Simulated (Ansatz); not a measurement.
Input:

Si$_{2}$Mo:
```yaml
crystal:
  lattice:
    - [-1.60855, 1.60855, 3.93650]
    - [1.60855, -1.60855, 3.93650]
    - [1.60855, 1.60855, -3.93650]
  atoms:
    - { symbol: Si, position: [0.66489, 0.66489, 0.00000] }
    - { symbol: Si, position: [0.33511, 0.33511, 0.00000] }
    - { symbol: Mo, position: [0.00000, 0.00000, 0.00000] }
```

This is the PBE-relaxed structure.

Q: All from the program Ansatz at the PBE level (PAW), unless another level is named. Estimate the electronic character.

A: metallic (no gap).

Q: And the formation energy from the elements (no fitted shifts)?

A: -495 meV/atom.

Q: Predict the density of states at the Fermi level.

A: 0.08 states/eV per atom (mean over ±0.08 eV).

Q: What about the gap with spin–orbit coupling?

A: none (metallic).

Space group I4/mmm (MoSi2 or CaC2 type). The cell was relaxed with PBE under the symmetry of its start. The run is not spin-polarised. The references are the lowest solids computed at this level, not always the standard phases. Scalar-relativistic: spin–orbit coupling is off unless named, which matters more the heavier the elements.

Potentials: the earlier of the program's two PAW sets.
